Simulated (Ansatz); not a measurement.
Run on Ir (sc type): DFT, PBEsol, all-electron LAPW, scalar-relativistic (Ansatz 0.2.0). This run: volume at 0.55 of the series' base cell.

The cell comes from a relaxation on PAW files under the same functional, begun from a prototype that needn't be the stable phase.

Command: `ansatz run input.yaml --threads 1 --pin off --max-ram 2048MiB --backend cpu --events-out ev --progress --plain --runs-dir out` It took 44 s on 1 thread of Intel(R) Xeon(R) Platinum 8175M CPU @ 2.50GHz (Skylake/Cascade Lake), with other jobs on the host, peak memory 0.5 GiB.

```yaml
crystal:
  lattice:
    - [2.0815379914, 0.0, 0.0]
    - [0.0, 2.0815379914, 0.0]
    - [0.0, 0.0, 2.0815379914]
  atoms:
    - { symbol: Ir, position: [0.0, 0.0, 0.0] }
kpoints:
  mp_grid: { grid: [17, 17, 17] }
scf:
  occupations: { method: fermi_dirac, width: 0.05 }
hamiltonian:
  xc: pbesol
  pseudopotentials: { kind: all_electron, lapw: { basis_error: 0.001 } }
output:
  forces: true
  stress: true
  eigenvalues: true
  populations: true
```

Output:

```
Ir: projections on atomic orbitals take those of the free atom 1s2 2s2 2p6 3s2 3p6 3d10 4s2 4p6 4d10 4f14 5s2 5p6 5d7 6s2, of charge +0.00 (hamiltonian.pseudopotentials.projection_atoms)
LAPW: plane waves up to 12.095 Å⁻¹, error target 1.0e-3 eV per atom; small_component_spin mean_spin; Ir in spheres of 1.041 Å, 49 of its electrons in bands, Dirac shells [] (how accurate: hamiltonian.pseudopotentials.lapw.basis_error, Limitations)
Engine: ansatz 0.2.0
Pseudopotentials: kind: all_electron
Pseudopotential: Ir, LAPW, valence charge 49, lapw/all_electron/scalar/gaussian/Ir, Koelling and Harmon's equation, gaussian nucleus
Functional definition: PBEsol
  exchange = pbesol_x
  correlation = pbesol_c
Crystal: 1 atoms, lattice volume = 9.019 Å³
Basis set: ecut = 557.3822502956207 eV, 257 PW (Γ), exchange–correlation at level 2
Bands: 30, of which v1, the nominal top of the filled ones, is band 25 counted from 1 (24 counted from 0)
Symmetry: 48 space group operations
Space group: Pm-3m (ITA 221), of the structure as read, at distance tolerance 2.1e-5 Å
k-points: 165 of 4913
Non-local potential: Ir, projectors of the file, none
Initial density: superposition of atomic densities (chi_scale 0.1, normalization cell)
Initial wavefunctions: plane waves of lowest kinetic energy (no species holds an atomic orbital)
Functional: x = pbesol(κ = 0.804, μ = 0.12345679012345678), c = pbesol(β = 0.046)
iter 1 solved again at ethr=2.32e-4 eV; its pass at ethr=1.00e-1 eV (dr2=1.14e-1 eV) is discarded
SCF iter   1: F=—  HF=-484879.777916 eV  |F-HF|=—  |Δ(HF+E_count)|=         —  Δρ=4.04e-2  dr2=1.14e-1  ethr=2.32e-4  ⟨swp⟩=3.0  Hψ=31271  notcnv=0
preconditioner: auto → none  [metal: Δε(μ)=0.021 eV  Ē_g=57.122 eV  σ=0.050 eV  W_gap=0.11  n_scr=6 (ndim 8)  ℏωp=66.6 eV  f_vac=0.000  D(μ)=0.67/eV (n_scr^D=6)  sad-step TF]
SCF iter   2: F=—  HF=-484879.746255 eV  |F-HF|=—  |Δ(HF+E_count)|=   3.17e-2  Δρ=2.80e-2  dr2=5.71e-2  ethr=2.32e-4  ⟨swp⟩=2.0  Hψ=14718  notcnv=0
iter 3 solved again at ethr=6.13e-7 eV; its pass at ethr=1.17e-4 eV (dr2=3.01e-4 eV) is discarded
SCF iter   3: F=—  HF=-484879.729585 eV  |F-HF|=—  |Δ(HF+E_count)|=   1.67e-2  Δρ=3.34e-3  dr2=3.01e-4  ethr=6.13e-7  ⟨swp⟩=2.1  Hψ=25027  notcnv=0
SCF iter   4: F=—  HF=-484879.724039 eV  |F-HF|=—  |Δ(HF+E_count)|=   5.55e-3  Δρ=1.75e-3  dr2=2.39e-4  ethr=6.13e-7  ⟨swp⟩=3.0  Hψ=14705  notcnv=0
SCF iter   5: F=—  HF=-484879.723833 eV  |F-HF|=—  |Δ(HF+E_count)|=   2.07e-4  Δρ=2.51e-4  dr2=4.27e-6  ethr=4.87e-7  ⟨swp⟩=2.0  Hψ=14122  notcnv=0
SCF iter   6: F=-484879.723830 eV  HF=-484879.723830 eV  |F-HF|=3.41e-8  |Δ(HF+E_count)|=   2.71e-6  Δρ=1.99e-5  dr2=2.08e-8  ethr=8.72e-9  ⟨swp⟩=2.0  Hψ=14122  notcnv=0
SCF 1 converged in 6 iterations: F = -484879.723830 eV  dr2 = 2.08e-8
SCF converged after 6 iterations
Free energy (F): -484879.723830 eV
Harris-Foulkes:  -484879.723830 eV  (|F-HF|=3.41e-8)
Internal energy: -484879.718276 eV  (E = F + TS)
E sigma→0 (E₀):  -484879.721053 eV
Entropy (-TS):   -0.005554 eV (-5.554 meV/atom)
Fermi energy:    53.252769 eV
--- Per-component energies (eV) ---
  E_band       = -5895.896482
  E_kinetic    = 548728.613957
  E_xc         = -9354.569444
  E_electrostatic = -1024253.762789  (all electrons and nuclei)
  E_smearing   = -0.005554  (= −TS)
  E_closure    = 0.000000  (closes the sum)
  E_atoms      = -484879.537261  (free atoms, spherical and without spin; not in F)
  Σ components = -484879.723830   (vs F -484879.723830, Δ=0.00e0)
  Basis errors (estimates in eV, not in F): energy 3.4e-4 per atom: plane waves 3.1e-4 (1.7e-4 summed), levels above the bands 2.1e-224, relativity 6.7e-8, radial functions 3.0e-5, core shells 6.3e-12; eigenvalues (radial functions only) 2.2e-6; not estimated: angular momenta, meshes, grids; target (lapw.basis_error) 1.0e-3; muffin-tin radii Ir 1.041 Å
--- Forces (eV/Å), atoms counted from 1 ---
  atom   1  Ir    -0.00000000     0.00000000     0.00000000
  max |Σ_I F_I| component: 4.21e-30 eV/Å
--- Stress (GPa, compression-positive) ---
      674.903311      -0.000000      -0.000000
       -0.000000     674.903311       0.000000
       -0.000000       0.000000     674.903311
  P = ⅓ Tr σ = 674.9033 GPa (6749.033 kbar)
--- Band table (eV; the first three rows and the last of 165) ---
  k-point 0: bands = ["-605.1596", "-438.0056", "-438.0056", "-438.0056", "-232.7891", "-232.7891", "-232.7661", "-232.7661", "-232.7661", "-42.0821", "-4.7864", "-4.7864", "-4.7864", "-4.7582", "-4.7582", "-4.7582", "-4.7039", "3.2174", "3.2174", "3.2174", "37.5976", "39.2933", "39.2933", "56.7588", "56.7588", "56.7588", "72.4529", "72.4529", "72.4529", "83.3183"]
  k-point 1: bands = ["-605.1596", "-438.0056", "-438.0056", "-438.0056", "-232.7891", "-232.7890", "-232.7661", "-232.7661", "-232.7661", "-42.0629", "-4.7872", "-4.7851", "-4.7851", "-4.7610", "-4.7568", "-4.7568", "-4.7044", "3.0190", "3.2331", "3.2331", "37.8078", "39.3454", "39.6131", "56.3405", "56.3405", "56.7876", "71.4920", "72.9168", "72.9168", "80.9356"]
  k-point 2: bands = ["-605.1596", "-438.0056", "-438.0056", "-438.0056", "-232.7891", "-232.7889", "-232.7662", "-232.7662", "-232.7661", "-42.0078", "-4.7895", "-4.7819", "-4.7819", "-4.7695", "-4.7525", "-4.7525", "-4.7058", "2.4684", "3.2786", "3.2786", "38.2801", "39.4972", "40.6664", "55.2630", "55.2630", "56.8708", "69.4073", "74.0988", "74.0988", "77.7805"]
  k-point 164: bands = ["-605.1596", "-438.0057", "-438.0057", "-438.0057", "-232.7877", "-232.7877", "-232.7664", "-232.7664", "-232.7664", "-40.3774", "-4.8604", "-4.8604", "-4.8601", "-4.7558", "-4.7152", "-4.7152", "-4.7150", "-0.1441", "-0.1393", "-0.1393", "40.0496", "40.1354", "40.1354", "57.4651", "62.3409", "62.3409", "72.6122", "73.8237", "73.8237", "85.6773"]
--- Löwdin populations: 1 site ---
  site symbol       q [e]
     0     Ir     76.8622
  spilling = 0.001789 (of n_electrons = 77.000000)
```

populations.tsv:

```
# site	symbol	l	j	q
# orbitals = lowdin
# n_electrons = 77.000000
# spilling = 0.001789
# projection_atom_Ir: 1s2 2s2 2p6 3s2 3p6 3d10 4s2 4p6 4d10 4f14 5s2 5p6 5d7 6s2
0	Ir	0_1S	-	1.999999
0	Ir	0_2S	-	1.999955
0	Ir	0_3S	-	1.999442
0	Ir	0_4S	-	1.994436
0	Ir	0_5S	-	1.929071
0	Ir	0_6S	-	0.903611
0	Ir	1_2P	-	6.000000
0	Ir	1_3P	-	5.999995
0	Ir	1_4P	-	5.999737
0	Ir	1_5P	-	5.969122
0	Ir	2_3D	-	9.999999
0	Ir	2_4D	-	9.999874
0	Ir	2_5D	-	8.067549
0	Ir	3_4F	-	13.999450
```

Next run (volume at 0.45 of the series' base cell), as changes to the input before:

```diff
   lattice:
-    - [2.0815379914, 0.0, 0.0]
-    - [0.0, 2.0815379914, 0.0]
-    - [0.0, 0.0, 2.0815379914]
+    - [1.9468580323, 0.0, 0.0]
+    - [0.0, 1.9468580323, 0.0]
+    - [0.0, 0.0, 1.9468580323]
   atoms:
```

Command: `ansatz run input.yaml --threads 1 --pin off --max-ram 2048MiB --backend cpu --events-out ev --progress --plain --runs-dir out` It took 58 s on 1 thread of Intel(R) Xeon(R) Platinum 8175M CPU @ 2.50GHz (Skylake/Cascade Lake) (shared host), peak memory 0.54 GiB.

Results part of the output:

```
SCF 1 converged in 7 iterations: F = -484869.570565 eV  dr2 = 2.49e-10
SCF converged after 7 iterations
Free energy (F): -484869.570565 eV
Harris-Foulkes:  -484869.570565 eV  (|F-HF|=3.96e-9)
Internal energy: -484869.565624 eV  (E = F + TS)
E sigma→0 (E₀):  -484869.568094 eV
Entropy (-TS):   -0.004941 eV (-4.941 meV/atom)
Fermi energy:    66.313706 eV
--- Per-component energies (eV) ---
  E_band       = -5327.822513
  E_kinetic    = 548800.018865
  E_xc         = -9364.064311
  E_electrostatic = -1024305.520178  (all electrons and nuclei)
  E_smearing   = -0.004941  (= −TS)
  E_closure    = 0.000000  (closes the sum)
  E_atoms      = -484879.537261  (free atoms, spherical and without spin; not in F)
  Σ components = -484869.570565   (vs F -484869.570565, Δ=0.00e0)
  Basis errors (estimates in eV, not in F): energy 3.2e-4 per atom: plane waves 2.9e-4 (1.6e-4 summed), levels above the bands 5.1e-243, relativity 1.1e-7, radial functions 2.7e-5, core shells 9.3e-12; eigenvalues (radial functions only) 3.2e-6; not estimated: angular momenta, meshes, grids; target (lapw.basis_error) 1.0e-3; muffin-tin radii Ir 0.973 Å
--- Forces (eV/Å), atoms counted from 1 ---
  atom   1  Ir     0.00000000    -0.00000000     0.00000000
  max |Σ_I F_I| component: 4.73e-30 eV/Å
--- Stress (GPa, compression-positive) ---
     1407.580154      -0.000000      -0.000000
       -0.000000    1407.580154       0.000000
       -0.000000       0.000000    1407.580154
  P = ⅓ Tr σ = 1407.5802 GPa (14075.802 kbar)
--- Band table (eV; the first three rows and the last of 165) ---
  k-point 0: bands = ["-593.1577", "-426.0171", "-426.0171", "-426.0171", "-220.8273", "-220.8273", "-220.7910", "-220.7910", "-220.7910", "-31.6794", "7.0742", "7.0742", "7.0742", "7.1143", "7.1143", "7.1143", "7.2328", "15.3554", "15.3554", "15.3554", "48.2143", "48.2143", "48.3368", "70.7561", "70.7561", "70.7561", "86.8165", "86.8165", "86.8165", "98.2818"]
  k-point 1: bands = ["-593.1577", "-426.0171", "-426.0171", "-426.0171", "-220.8273", "-220.8272", "-220.7910", "-220.7910", "-220.7910", "-31.6429", "7.0724", "7.0768", "7.0768", "7.1098", "7.1176", "7.1176", "7.2318", "14.9989", "15.3822", "15.3822", "48.2809", "48.3957", "48.8993", "70.1423", "70.1423", "70.7972", "85.6954", "87.4231", "87.4231", "94.6248"]
  k-point 2: bands = ["-593.1577", "-426.0171", "-426.0171", "-426.0171", "-220.8273", "-220.8269", "-220.7911", "-220.7911", "-220.7910", "-31.5374", "7.0672", "7.0824", "7.0824", "7.0966", "7.1287", "7.1287", "7.2288", "14.0300", "15.4598", "15.4598", "48.4752", "48.7250", "50.6781", "68.6088", "68.6088", "70.9161", "83.2773", "88.8769", "88.8769", "90.9548"]
  k-point 164: bands = ["-593.1577", "-426.0172", "-426.0172", "-426.0172", "-220.8225", "-220.8225", "-220.7921", "-220.7921", "-220.7921", "-28.3070", "6.8094", "6.8094", "6.8109", "7.1178", "7.2182", "7.2182", "7.2187", "10.1269", "10.1334", "10.1334", "48.7744", "48.8757", "48.8757", "67.4085", "78.3952", "78.3952", "90.8606", "92.2880", "92.2880", "103.9652"]
--- Löwdin populations: 1 site ---
  site symbol       q [e]
     0     Ir     76.8440
  spilling = 0.002026 (of n_electrons = 77.000000)
```

Next run (volume at 0.4 of the series' base cell), as changes to the input before:

```diff
   lattice:
-    - [1.9468580323, 0.0, 0.0]
-    - [0.0, 1.9468580323, 0.0]
-    - [0.0, 0.0, 1.9468580323]
+    - [1.8719034404, 0.0, 0.0]
+    - [0.0, 1.8719034404, 0.0]
+    - [0.0, 0.0, 1.8719034404]
   atoms:
   mp_grid: { grid: [17, 17, 17] }
+  band_path:
+    path:
+      - [0.0, 0.0, 0.0]
+      - [0.0, 0.5, 0.0]
+      - [0.5, 0.5, 0.0]
+      - [0.0, 0.0, 0.0]
+      - [0.5, 0.5, 0.5]
+      - [0.0, 0.5, 0.0]
+      - [0.5, 0.5, 0.5]
+      - [0.5, 0.5, 0.0]
+    npoints: 8
 scf:
   populations: true
+  dos: { projected: true, de: 0.2, e_range: [-14, 8] }
```

Results part of the output:

```
SCF 1 converged in 6 iterations: F = -484860.746182 eV  dr2 = 1.31e-8
NSCF: frozen V_eff on 57 k-points
SCF converged after 6 iterations
Free energy (F): -484860.746182 eV
Harris-Foulkes:  -484860.746182 eV  (|F-HF|=1.15e-8)
Internal energy: -484860.744157 eV  (E = F + TS)
E sigma→0 (E₀):  -484860.745170 eV
Entropy (-TS):   -0.002025 eV (-2.025 meV/atom)
Fermi energy:    75.182642 eV
--- Per-component energies (eV) ---
  E_band       = -4951.846730
  E_kinetic    = 548854.896423
  E_xc         = -9370.579815
  E_electrostatic = -1024345.060765  (all electrons and nuclei)
  E_smearing   = -0.002025  (= −TS)
  E_closure    = -0.000000  (closes the sum)
  E_atoms      = -484879.537261  (free atoms, spherical and without spin; not in F)
  Σ components = -484860.746182   (vs F -484860.746182, Δ=0.00e0)
  Basis errors (estimates in eV, not in F): energy 3.2e-4 per atom: plane waves 2.9e-4 (1.6e-4 summed), levels above the bands 3.2e-247, relativity 1.3e-7, radial functions 3.6e-5, core shells 1.3e-11; eigenvalues (radial functions only) 3.7e-6; not estimated: angular momenta, meshes, grids; target (lapw.basis_error) 1.0e-3; muffin-tin radii Ir 0.936 Å
--- Forces (eV/Å), atoms counted from 1 ---
  atom   1  Ir    -0.00000000     0.00000000    -0.00000000
  max |Σ_I F_I| component: 7.36e-30 eV/Å
--- Stress (GPa, compression-positive) ---
     2093.246319       0.000000       0.000000
        0.000000    2093.246319       0.000000
        0.000000       0.000000    2093.246319
  P = ⅓ Tr σ = 2093.2463 GPa (20932.463 kbar)
--- Band table (eV; the first three rows and the last of 165) ---
  k-point 0: bands = ["-585.2237", "-418.0946", "-418.0946", "-418.0946", "-212.9273", "-212.9273", "-212.8806", "-212.8806", "-212.8806", "-25.1054", "14.8887", "14.8887", "14.8887", "14.9283", "14.9283", "14.9283", "15.1176", "23.4727", "23.4727", "23.4727", "54.1701", "54.1701", "55.8796", "80.2059", "80.2059", "80.2059", "96.5229", "96.5229", "96.5229", "107.5483"]
  k-point 1: bands = ["-585.2237", "-418.0946", "-418.0946", "-418.0946", "-212.9273", "-212.9270", "-212.8807", "-212.8807", "-212.8806", "-25.0542", "14.8858", "14.8924", "14.8924", "14.9223", "14.9339", "14.9339", "15.1160", "22.9778", "23.5082", "23.5082", "54.2467", "54.6744", "56.2911", "79.4434", "79.4434", "80.2563", "95.2808", "97.2295", "97.2295", "103.6570"]
  k-point 2: bands = ["-585.2237", "-418.0946", "-418.0946", "-418.0946", "-212.9272", "-212.9264", "-212.8808", "-212.8808", "-212.8806", "-24.9059", "14.8775", "14.8989", "14.8989", "14.9048", "14.9536", "14.9536", "15.1116", "21.6565", "23.6112", "23.6112", "54.4703", "55.5046", "58.0201", "77.5765", "77.5765", "80.4023", "92.6209", "98.8447", "98.8447", "99.6636"]
  k-point 164: bands = ["-585.2237", "-418.0948", "-418.0948", "-418.0948", "-212.9179", "-212.9179", "-212.8828", "-212.8828", "-212.8828", "-20.2157", "14.2477", "14.2477", "14.2524", "14.9372", "15.1020", "15.1020", "15.1030", "17.0415", "17.0493", "17.0493", "54.5641", "54.6735", "54.6735", "74.0246", "89.3681", "89.3681", "103.4621", "105.0198", "105.0198", "116.2513"]
--- Löwdin populations: 1 site ---
  site symbol       q [e]
     0     Ir     76.8157
  spilling = 0.002393 (of n_electrons = 77.000000)
```

Spin–orbit coupling is left out, which matters for the heavy atoms. The structure type is held throughout; the real material can change phase at far lower pressure.
